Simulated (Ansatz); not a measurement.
CaAl$_{2}$Ge$_{2}$ in space group P-3m1 (No. 164; Ca on 1a, Al on 2d, Ge on 2d) at seven volumes, the program Ansatz at the r²SCAN level (PAW), shape and atoms relaxed at each. One row is withheld.

```
V (Å³/atom)  P (GPa)
-----------  -------
19.591          7.20
20.237          4.43
20.883             ?
21.529          0.00
22.175         -1.76
22.821         -3.27
23.467         -4.56
```

Fit the shown pressures and predict the withheld one.

P = (3/2)B₀(x^(7/2) − x^(5/2))[1 + (3/4)(B′ − 4)(x − 1)] with x = (V₀/V)^(2/3). Least squares on the six rows gives V₀ = 21.529 Å³/atom, B₀ = 63.1 GPa, B′ = 4.06. At V = 20.883, x = 1.0205 and P = 2.05 GPa. The run itself gave 2.05 GPa.

The workflow started from an entry of the Crystallography Open Database (COD, 293 K). Whether it is the stable phase at ambient conditions was not checked. Symmetry was held in the r²SCAN relaxation; its stability against distortions is not shown here.

Potentials: the later of the program's two PAW sets.
